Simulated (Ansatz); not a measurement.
## Phonons of Os (P6_3/mmc)

```xyz
2
Lattice="2.7297 0.0000 0.0000 -1.3648 2.3640 0.0000 0.0000 0.0000 4.3070" Properties=species:S:1:pos:R:3 pbc="T T T"
Os    0.0000    1.5760    1.0768
Os    1.3648    0.7880    3.2303
```

The conventional cell has a = 2.730 Å, b = 2.730 Å, c = 4.307 Å, α = 90.00°, β = 90.00°, γ = 120.00°. Os (atom 1) has 12 Os at 2.67 to 2.73 Å as nearest neighbours.

Level of theory, where no other is named: PBEsol, PAW on Ansatz 0.2.0's default frozen-core files (fitted under PBE), scalar-relativistic. k mesh 14×14×8, Fermi-Dirac smearing of 0.080 eV, cutoff 420 eV. The cell was relaxed by PAW under this functional.

Atoms are displaced by 0.0025 Å in the smallest supercells that hold the wave vectors of a 2×2×2 mesh. Negative values stand for unstable modes.

Question: What are the phonon energies at the solved wave vectors, in meV?

Answer: 

```
                q  point                               modes (meV)
0.000 0.000 0.000  Gamma                         19.99 (×2), 27.55
0.500 0.000 0.000      M  14.06, 18.13, 19.55, 20.85, 21.69, 22.39
0.000 0.000 0.500      A                    14.52 (×4), 22.60 (×2)
0.500 0.000 0.500      L        16.28 (×2), 18.71 (×2), 26.45 (×2)
```

Question: Is the structure dynamically stable at these wave vectors?

Answer: Yes, no mode is unstable there; wave vectors off this mesh aren't tested.

Question: How do the optical zone-centre modes decompose, and which are active?

Answer: Point group 6/mmm: Γ_opt = E2g + B1g.

| label | meV | activity | mostly |
| --- | --- | --- | --- |
| E2g | 19.99 | Raman | Os (100 %) |
| B1g | 27.55 | silent | Os (100 %) |

Question: The cell is scaled evenly to 27.375 and 28.209 Å³ (from 27.792), with free atoms relaxed and the shape held, so these aren't the values under hydrostatic pressure. What are the mode Grüneisen parameters γ = −d ln ω/d ln V?

Answer: For the highest mode, 231.6 cm⁻¹ in the small cell and 212.9 in the large one give γ ≈ 2.81. From the change of the dynamical matrix on each mode:

| point | cm⁻¹ | γ |
| --- | --- | --- |
| Gamma | 161.2 | 1.51 |
| Gamma | 222.2 | 2.81 |
| M | 113.4 | 2.08 |
| M | 146.2 | 3.63 |
| M | 157.7 | 1.89 |
| M | 168.2 | 3.13 |
| M | 174.9 | 3.30 |
| M | 180.6 | 2.08 |
| A | 117.1 | 1.43 |
| A | 182.2 | 2.35 |
| L | 131.3 | 2.59 |
| L | 150.9 | 2.01 |
| L | 213.3 | 2.67 |

Weighted by the modes' heat capacities at 300 K, the mean on this mesh is 2.40; it moves with the q mesh, and a coarse one overweights the zone boundary.

Limits of these numbers: frozen-core PAW files fitted under PBE, their cores solved anew for the functional of the run; responses of metals move with mesh and smearing; no spin-orbit coupling on heavy atoms.
